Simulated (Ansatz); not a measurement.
P2W:
```
P2W
1.0
    4.22811     1.57372     0.00000
   -4.22811     1.57372     0.00000
   -3.63738     0.00000     6.50124
P W
4 2
Direct
  0.13856   0.86144   0.02461
  0.86144   0.13856   0.97539
  0.39872   0.60128   0.60053
  0.60128   0.39872   0.39947
  0.84237   0.15763   0.29381
  0.15763   0.84237   0.70619
```

Relaxed with PBEsol. Special points in fractions of this cell's reciprocal vectors: Γ (0.000, 0.000, 0.000); C (0.295, 0.295, 0.000); C2 (-0.295, 0.705, 0.000); Y2 (-0.500, 0.500, 0.000); M2 (-0.500, 0.500, 0.500); D (-0.270, 0.730, 0.500); D2 (0.270, 0.270, 0.500); A (0.000, 0.000, 0.500); L2 (0.000, 0.500, 0.500); V2 (0.000, 0.500, 0.000).

List the band energies nearest the Fermi level at these points for the program Ansatz at the PBEsol level (PAW).

In eV from the Fermi level; about four levels below and three above (degenerate sets whole), none deeper than 8.9 eV; points with the same levels are listed once.

```tsv
k	below	above
Γ	-2.31 -2.18 -1.85 -0.31	0.46 1.13 1.80
C	-2.95 -2.78 -2.34 -0.32	0.08 1.21 1.84
Y2	-1.13 -1.02 -0.43 -0.26	1.54 1.99 2.01
M2	-1.95 -1.91 -0.95 -0.45	0.65 1.16 1.25
D	-3.38 -2.72 -2.30 -0.37	1.03 1.36 2.23
A	-3.01 -1.51 -1.41 -1.03	1.49 1.79 2.11
L2	-3.11 -2.72 -1.79 -0.95	0.72 1.42 2.24
V2	-3.69 -3.53 -2.86 -1.94	0.34 1.65 1.74
```

Space group C2/m. The first step of the workflow began from a Materials Project structure, measured or hypothetical; the Crystallography Open Database files this formula in space group No. 12, but the cells were not matched. Its standing as an ambient phase is unchecked. Symmetry was held in the PBEsol relaxation; whether a distortion lowers the energy is not shown. No spin polarisation was allowed. Scalar-relativistic: spin–orbit coupling is off unless named, which matters more the heavier the elements.

Potentials: the later of the program's two PAW sets.
